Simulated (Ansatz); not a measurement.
CsGeBr3 (cubic perovskite, Pm-3m) at seven volumes, r²SCAN in the plane-wave PAW code Ansatz, scaled uniformly. One row is withheld.

| V (Å³/atom) | P (GPa) |
|---|---|
| 30.834 | 3.03 |
| 31.851 | 1.85 |
| 32.867 | 0.85 |
| 33.884 | 0.00 |
| 34.900 | ? |
| 35.917 | -1.32 |
| 36.933 | -1.83 |

Problem. Fit the shown pressures and predict the withheld one.

Solution. Third-order Birch–Murnaghan: P = (3/2)B₀(x^(7/2) − x^(5/2))[1 + (3/4)(B′ − 4)(x − 1)] with x = (V₀/V)^(2/3). Least squares on the six rows gives V₀ = 33.888 Å³/atom, B₀ = 25.88 GPa, B′ = 4.55. At V = 34.900, x = 0.9806 and P = -0.71 GPa. The run itself gave -0.71 GPa.

The workflow started from a Materials Project entry (that database holds measured and hypothetical structures alike); the Crystallography Open Database copy checked does not list it. Whether it is the stable phase at ambient conditions was not checked. Symmetry was held in the r²SCAN relaxation; whether a distortion lowers the energy is not shown. Spin–orbit coupling is left out wherever it is not named.

Potentials: the later of the program's two PAW sets.
